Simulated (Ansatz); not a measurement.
Input, command and steps of an Ansatz relaxation.

```yaml
crystal:
  lattice:
    - [-6.4606190576, -6.6329438542, -0.1756201883]
    - [0.1775275946, 6.631036448, 6.4583061981]
    - [-6.1923628996, 6.189067508, -6.1938648527]
  atoms:
    - { symbol: Se, position: [0.171177156, 0.3634309534, 0.8578745673] }
    - { symbol: Se, position: [0.9898129522, 0.5032021106, 0.4864259733] }
    - { symbol: Se, position: [0.331212292, 0.6684584738, 0.1726174494] }
    - { symbol: Se, position: [0.840216005, 0.6653942602, 0.1839188364] }
    - { symbol: Se, position: [0.6360662567, 0.8283439824, 0.857710062] }
    - { symbol: Se, position: [0.4962341528, 0.0096457345, 0.4864787388] }
    - { symbol: Se, position: [0.3342282175, 0.1595220748, 0.1838481771] }
    - { symbol: In, position: [0.9942471709, 0.005314596, 0.0050507827] }
    - { symbol: In, position: [0.8224439934, 0.1764157747, 0.6481569295] }
    - { symbol: In, position: [0.3471885539, 0.146721246, 0.6530190111] }
    - { symbol: In, position: [0.8528721459, 0.6523137744, 0.6530253681] }
    - { symbol: In, position: [0.3259984022, 0.6731023653, 0.6619450882] }
    - { symbol: Te, position: [0.6642359408, 0.3355502169, 0.8559617495] }
    - { symbol: Te, position: [0.4976281266, 0.5019070016, 0.5005841769] }
    - { symbol: Te, position: [0.1623750335, 0.8371823041, 0.8439237438] }
    - { symbol: Te, position: [0.9982674559, 0.0013937424, 0.4913273017] }
    - { symbol: Te, position: [0.8283996565, 0.17112824, 0.1760988611] }
    - { symbol: Bi, position: [0.4956697518, 0.9891995306, 0.0007740361] }
    - { symbol: Bi, position: [0.6691946458, 0.3304664132, 0.3363338987] }
    - { symbol: Bi, position: [0.1911639976, 0.3254857927, 0.3214186492] }
    - { symbol: Bi, position: [0.4811621106, 0.518264958, 0.9857868042] }
    - { symbol: Bi, position: [0.010362805, 0.504119014, 0.0009456054] }
    - { symbol: Bi, position: [0.6740217079, 0.808445108, 0.3213601629] }
    - { symbol: Bi, position: [0.1714077342, 0.8281567533, 0.3207610323] }
  symmetry: { detect: false }
basis:
  ecutwfc: 420
kpoints:
  mp_grid: { grid: [3, 3, 2] }
hamiltonian:
  xc: pbe
scf:
  occupations: { method: gaussian, width: 0.1 }
  lower_state_search: "off"
output:
  forces: true
  stress: true
  eigenvalues: true
relax:
  adjacent_minimum: "off"
  f_tol: 0.04
  max_steps: 25
  cell: { stress_tol: 0.3 }
```

```bash
ansatz run input.yaml --threads 4 --pin off --max-ram 9216MiB --backend cpu --events-out ev --progress --plain --runs-dir out
```

These are results of DFT PBE, scalar-relativistic, plane waves, PAW (Ansatz 0.2.0), not measurements.

Of 8 frames 7 are shown, positions in Å and forces in eV/Å; the SCF threshold varies from step to step. Steps run on the plane waves of an earlier cell, with a Pulay correction in the pressure. The basis is chosen afresh for the last frame, the zero of the energies, and at times for earlier ones too; energy and pressure step there, also at an unchanged geometry. The mark taken_back stands on steps that the optimiser undid.

```xyz
24
Lattice="-6.4606 -6.6329 -0.1756 0.1775 6.6310 6.4583 -6.1924 6.1891 -6.1939" Properties=species:S:1:pos:R:3:forces:R:3 pbc="T T T" step=1 free_energy_over_end_meV_per_atom=4.22 pressure_GPa=0.02
Se   -6.3537    6.5840   -2.9965    0.0361    0.0234    0.0092
Se   -9.3176   -0.2181    0.0631    0.0013   -0.0735    0.0374
Se   -3.0901    3.3040    3.1898   -0.0215   -0.0120   -0.0210
Se   -6.4491   -0.0226    3.0106    0.0781    0.0198   -0.0144
Se   -9.2736    6.5822   -0.0745    0.0091    0.0235    0.0359
Se   -6.2167   -0.2167   -3.0380    0.0373   -0.0740    0.0036
Se   -3.2695   -0.0213   -0.1672   -0.0136    0.0201    0.0757
In   -6.4538   -6.5283   -0.1716    0.0382   -0.0761    0.0385
In   -9.2958   -0.2739   -3.0197   -0.0441    0.0035   -0.0416
In   -6.2607    2.7116   -3.1581   -0.0043    0.0179    0.0135
In   -9.4380    2.7101    0.0183    0.0143    0.0175   -0.0026
In   -6.0857    6.3979    0.1899   -0.0309    0.0369   -0.0301
Te   -9.5322    3.1168   -3.2513    0.0098   -0.0324    0.0072
Te   -6.2257    3.1256    0.0535   -0.0446   -0.0552   -0.0414
Te   -6.1263    9.6975    0.1511   -0.0156    0.0127   -0.0139
Te   -9.4917   -3.5714   -3.2095    0.0456   -0.0998    0.0427
Te   -6.4121   -3.2701   -0.1310   -0.0653    0.0195   -0.0651
Bi   -3.0315    3.2765    6.2967    0.0432   -0.0580    0.0432
Bi   -6.3474   -0.1658   -0.0665   -0.0168    0.0265   -0.0188
Bi   -3.1676    2.8796    0.0777    0.0712    0.1067   -0.0860
Bi   -9.1209    6.3462   -2.8432   -0.0264   -0.0108   -0.0261
Bi    0.0167    3.2799    3.2481    0.0433   -0.0599    0.0425
Bi   -6.2011    2.8790    3.1124   -0.0877    0.1071    0.0696
Bi   -2.9466    6.3398    3.3316   -0.0569    0.1166   -0.0578
24
Lattice="-6.4356 -6.5792 -0.1396 0.1410 6.5778 6.4336 -6.2321 6.2356 -6.2329" Properties=species:S:1:pos:R:3:forces:R:3 pbc="T T T" step=2 free_energy_over_end_meV_per_atom=2.58 pressure_GPa=-0.02
Se   -6.3886    6.6032   -3.0273    0.0243    0.0148   -0.0007
Se   -9.3387   -0.1941    0.0681   -0.0118   -0.0715    0.0293
Se   -3.1201    3.3041    3.1714    0.0134   -0.0830    0.0122
Se   -6.4381    0.0276    3.0135    0.0042    0.0155   -0.0281
Se   -9.3170    6.6025   -0.0974   -0.0010    0.0142    0.0226
Se   -6.2235   -0.1931   -3.0467    0.0302   -0.0713   -0.0125
Se   -3.2777    0.0294   -0.1462   -0.0287    0.0150    0.0053
In   -6.4135   -6.5009   -0.1201   -0.0021    0.0097   -0.0021
In   -9.3180   -0.2303   -3.0294   -0.0413    0.0299   -0.0398
In   -6.2802    2.7408   -3.1750   -0.0256    0.0366    0.0290
In   -9.4674    2.7395    0.0106    0.0292    0.0366   -0.0251
In   -6.1392    6.4130    0.1493   -0.0265   -0.0072   -0.0257
Te   -9.5478    3.1454   -3.2560   -0.0060    0.0166   -0.0056
Te   -6.2621    3.1375    0.0301   -0.0414   -0.0003   -0.0429
Te   -6.1838    9.6919    0.1067    0.0033    0.0058    0.0025
Te   -9.4835   -3.5208   -3.1909   -0.0413   -0.0236   -0.0413
Te   -6.4145   -3.2214   -0.1221    0.0041   -0.0563    0.0059
Bi   -3.0451    3.2386    6.3060   -0.0079   -0.0168   -0.0174
Bi   -6.3667   -0.1230   -0.0745    0.0634    0.0440    0.0622
Bi   -3.1791    2.9474    0.0326    0.0286    0.0592    0.1005
Bi   -9.1643    6.3831   -2.8744   -0.0558    0.0161   -0.0545
Bi    0.0150    3.2407    3.2463   -0.0170   -0.0173   -0.0082
Bi   -6.2581    2.9467    3.1126    0.0999    0.0590    0.0284
Bi   -2.9934    6.3592    3.2959    0.0061   -0.0257    0.0060
24
Lattice="-6.4023 -6.5149 -0.0944 0.0952 6.5141 6.4011 -6.2673 6.2842 -6.2678" Properties=species:S:1:pos:R:3:forces:R:3 pbc="T T T" step=3 free_energy_over_end_meV_per_atom=1.39 pressure_GPa=0.02
Se   -6.4377    6.6276   -3.0674    0.0214   -0.0085   -0.0196
Se   -9.3505   -0.1726    0.0844   -0.0100   -0.0622    0.0238
Se   -3.1354    3.2644    3.1685   -0.0108   -0.0745   -0.0117
Se   -6.4314    0.0841    3.0167   -0.0011   -0.0123   -0.0183
Se   -9.3705    6.6275   -0.1335   -0.0200   -0.0091    0.0199
Se   -6.2198   -0.1719   -3.0459    0.0246   -0.0623   -0.0112
Se   -3.2870    0.0859   -0.1273   -0.0193   -0.0141    0.0002
In   -6.3770   -6.4511   -0.0716   -0.0229    0.0602   -0.0231
In   -9.3440   -0.1658   -3.0421   -0.0217   -0.0003   -0.0209
In   -6.3084    2.7809   -3.1784    0.0054    0.0325    0.0196
In   -9.4832    2.7799   -0.0048    0.0194    0.0327    0.0051
In   -6.2020    6.4254    0.1002   -0.0089   -0.0223   -0.0085
Te   -9.5716    3.1936   -3.2676    0.0123    0.0401    0.0136
Te   -6.2949    3.1616    0.0101   -0.0184    0.0160   -0.0207
Te   -6.2389    9.6856    0.0648    0.0354   -0.0015    0.0342
Te   -9.4631   -3.4650   -3.1589   -0.0528    0.0378   -0.0511
Te   -6.3978   -3.1761   -0.0929    0.0318   -0.0618    0.0325
Bi   -3.0633    3.2000    6.2998   -0.0367    0.0062   -0.0184
Bi   -6.3592   -0.0727   -0.0550    0.0628    0.0254    0.0627
Bi   -3.1872    3.0169    0.0291    0.0044    0.0388    0.0708
Bi   -9.2284    6.4266   -2.9251   -0.0635   -0.0101   -0.0628
Bi   -0.0037    3.2010    3.2408   -0.0185    0.0061   -0.0368
Bi   -6.2745    3.0164    3.1171    0.0713    0.0380    0.0046
Bi   -3.0351    6.3330    3.2671    0.0159    0.0050    0.0162
24
Lattice="-6.3566 -6.4846 -0.0527 0.0532 6.4840 6.3570 -6.2350 6.3053 -6.2365" Properties=species:S:1:pos:R:3:forces:R:3 pbc="T T T" step=4 free_energy_over_end_meV_per_atom=2.07 pressure_GPa=0.08 taken_back
Se   -6.4361    6.6083   -3.1512   -0.0008   -0.0591    0.1287
Se   -9.2962   -0.2198    0.1832   -0.0320    0.0133   -0.0275
Se   -3.1508    3.2077    3.1512    0.0021    0.0205    0.0015
Se   -6.3365    0.1419    3.0719   -0.0073    0.0279   -0.1325
Se   -9.4472    6.6076   -0.1358    0.1277   -0.0698   -0.0044
Se   -6.1200   -0.2209   -2.9973   -0.0244    0.0157   -0.0297
Se   -3.2279    0.1415   -0.0348   -0.1346    0.0331   -0.0109
In   -6.3857   -6.4231   -0.0862   -0.0029    0.0162   -0.0049
In   -9.3222   -0.1123   -3.0105   -0.0324   -0.0236   -0.0412
In   -6.2629    2.8195   -3.1428    0.0023   -0.0305    0.0004
In   -9.4408    2.8218    0.0399    0.0008   -0.0289    0.0015
In   -6.2294    6.4378    0.0552   -0.0432   -0.0357   -0.0298
Te   -9.4940    3.2243   -3.1933   -0.0193    0.0230   -0.0198
Te   -6.3323    3.1943   -0.0331    0.1591   -0.0513    0.1593
Te   -6.1688    9.6546    0.1292   -0.1766    0.0529   -0.1726
Te   -9.4219   -3.3951   -3.1194    0.0327   -0.0594    0.0302
Te   -6.3363   -3.1589   -0.0362   -0.0198   -0.0109   -0.0205
Bi   -3.0856    3.0867    6.2844    0.0939    0.0867   -0.0022
Bi   -6.2814   -0.0436    0.0177    0.1065    0.0087    0.1042
Bi   -3.1838    3.1481    0.0626   -0.0321   -0.0406   -0.0043
Bi   -9.3356    6.4273   -3.0357    0.0283    0.0346    0.0304
Bi   -0.0178    3.0916    3.2142   -0.0025    0.0779    0.0920
Bi   -6.2391    3.1494    3.1158   -0.0061   -0.0372   -0.0317
Bi   -3.0235    6.3403    3.2784   -0.0195    0.0364   -0.0163
24
Lattice="-6.3791 -6.4710 -0.0608 0.0612 6.4706 6.3788 -6.2816 6.3106 -6.2822" Properties=species:S:1:pos:R:3:forces:R:3 pbc="T T T" step=5 free_energy_over_end_meV_per_atom=0.31 pressure_GPa=-0.10
Se   -6.4655    6.6182   -3.1136   -0.0486    0.0487   -0.0237
Se   -9.3517   -0.1910    0.1239    0.0061   -0.0068    0.0294
Se   -3.1623    3.2156    3.1525    0.0064   -0.0036    0.0067
Se   -6.4027    0.1268    3.0166    0.0164   -0.0341    0.0252
Se   -9.4279    6.6167   -0.1515   -0.0234    0.0525   -0.0483
Se   -6.1906   -0.1908   -3.0361    0.0285   -0.0076    0.0038
Se   -3.2984    0.1281   -0.0879    0.0258   -0.0377    0.0161
In   -6.3839   -6.3996   -0.0684    0.0093    0.0214    0.0083
In   -9.3665   -0.1173   -3.0510   -0.0072   -0.0055   -0.0074
In   -6.3086    2.8129   -3.1666    0.0090   -0.0030   -0.0049
In   -9.4813    2.8132    0.0066   -0.0052   -0.0033    0.0083
In   -6.2518    6.4225    0.0602   -0.0070   -0.0028   -0.0051
Te   -9.5643    3.2346   -3.2497   -0.0063    0.0358   -0.0065
Te   -6.3143    3.1737    0.0009    0.0144    0.0000    0.0132
Te   -6.2516    9.6734    0.0630   -0.0144    0.0034   -0.0142
Te   -9.4545   -3.4022   -3.1395   -0.0233   -0.0026   -0.0224
Te   -6.3708   -3.1546   -0.0555    0.0251   -0.0254    0.0245
Bi   -3.0817    3.1607    6.2998    0.0142   -0.0722   -0.0221
Bi   -6.3075   -0.0454    0.0065   -0.0318    0.0104   -0.0285
Bi   -3.1892    3.0907    0.0377   -0.0152    0.0595    0.0550
Bi   -9.3171    6.4446   -3.0024    0.0397    0.0089    0.0399
Bi   -0.0150    3.1613    3.2333   -0.0226   -0.0691    0.0141
Bi   -6.2772    3.0910    3.1257    0.0554    0.0565   -0.0147
Bi   -3.0596    6.3341    3.2550   -0.0454   -0.0234   -0.0469
24
Lattice="-6.3784 -6.4375 -0.0496 0.0493 6.4378 6.3789 -6.2924 6.3012 -6.2923" Properties=species:S:1:pos:R:3:forces:R:3 pbc="T T T" step=6 free_energy_over_end_meV_per_atom=0.26 pressure_GPa=0.00
Se   -6.5182    6.5684   -3.1616    0.0701   -0.0182    0.0257
Se   -9.3765   -0.1841    0.1864    0.0225    0.0062   -0.0575
Se   -3.1654    3.1986    3.1610   -0.0006    0.0351   -0.0008
Se   -6.3542    0.1367    3.0301   -0.0121   -0.0140   -0.0348
Se   -9.4877    6.5681   -0.1916    0.0259   -0.0208    0.0692
Se   -6.1400   -0.1859   -3.0524   -0.0564    0.0083    0.0268
Se   -3.2966    0.1365   -0.0279   -0.0329   -0.0120   -0.0115
In   -6.3999   -6.3628   -0.0736   -0.0176   -0.0052   -0.0175
In   -9.4030   -0.0975   -3.0762   -0.0058    0.0029   -0.0064
In   -6.2922    2.8661   -3.1705   -0.0133   -0.0023    0.0029
In   -9.4969    2.8679    0.0341    0.0037   -0.0024   -0.0131
In   -6.2920    6.4069    0.0346   -0.0126   -0.0177   -0.0126
Te   -9.5705    3.2427   -3.2444    0.0108    0.0072    0.0113
Te   -6.3091    3.1684    0.0168   -0.0220    0.0091   -0.0202
Te   -6.2814    9.6362    0.0453    0.0277    0.0057    0.0279
Te   -9.4427   -3.3699   -3.1164    0.0044    0.0061    0.0028
Te   -6.3585   -3.1410   -0.0325   -0.0127    0.0057   -0.0128
Bi   -3.0905    3.0772    6.3160   -0.0115    0.0374   -0.0093
Bi   -6.2818   -0.0278    0.0457    0.0193   -0.0180    0.0164
Bi   -3.1888    3.1184    0.0789    0.0267   -0.0005   -0.0238
Bi   -9.4038    6.4382   -3.0783   -0.0321   -0.0408   -0.0313
Bi   -0.0108    3.0785    3.2359   -0.0087    0.0345   -0.0112
Bi   -6.2472    3.1193    3.1378   -0.0250    0.0007    0.0254
Bi   -3.1281    6.3295    3.1976    0.0520   -0.0069    0.0544
24
Lattice="-6.3694 -6.4452 -0.0496 0.0497 6.4451 6.3694 -6.2823 6.3068 -6.2825" Properties=species:S:1:pos:R:3:forces:R:3 pbc="T T T" step=8 free_energy_over_end_meV_per_atom=0.00 pressure_GPa=0.01
Se   -6.4836    6.5966   -3.1378    0.0092   -0.0146    0.0000
Se   -9.3464   -0.1952    0.1479   -0.0208    0.0009    0.0085
Se   -3.1637    3.2091    3.1531    0.0005    0.0155    0.0005
Se   -6.3704    0.1264    3.0176   -0.0105    0.0064    0.0253
Se   -9.4542    6.5954   -0.1678    0.0002   -0.0130    0.0106
Se   -6.1686   -0.1955   -3.0289    0.0079    0.0010   -0.0229
Se   -3.2988    0.1267   -0.0537    0.0240    0.0057   -0.0115
In   -6.3899   -6.3698   -0.0735   -0.0056   -0.0065   -0.0055
In   -9.3832   -0.0993   -3.0652   -0.0074   -0.0028   -0.0075
In   -6.2995    2.8344   -3.1604    0.0001    0.0014   -0.0074
In   -9.4769    2.8354    0.0175   -0.0076    0.0010   -0.0003
In   -6.2748    6.4085    0.0405   -0.0052    0.0013   -0.0043
Te   -9.5594    3.2478   -3.2429    0.0145    0.0144    0.0144
Te   -6.3109    3.1712    0.0057    0.0124   -0.0001    0.0121
Te   -6.2547    9.6490    0.0620   -0.0074   -0.0021   -0.0073
Te   -9.4430   -3.3760   -3.1260    0.0029   -0.0129    0.0029
Te   -6.3503   -3.1473   -0.0336   -0.0093    0.0033   -0.0093
Bi   -3.0833    3.1097    6.2947    0.0157    0.0206    0.0101
Bi   -6.2850   -0.0378    0.0316    0.0062    0.0047    0.0071
Bi   -3.1840    3.1342    0.0596   -0.0082   -0.0196   -0.0104
Bi   -9.3570    6.4398   -3.0402   -0.0176   -0.0293   -0.0187
Bi   -0.0219    3.1106    3.2334    0.0097    0.0211    0.0157
Bi   -6.2574    3.1345    3.1326   -0.0102   -0.0205   -0.0080
Bi   -3.0858    6.3214    3.2314    0.0066    0.0240    0.0059
```

Time: 4.7 min on 4 threads of Intel(R) Xeon(R) 6975P-C (Granite Rapids) (shared host), peak memory 3.9 GiB.

The k mesh is coarse. Spin–orbit coupling is left out, which can shift energies with elements as heavy as these.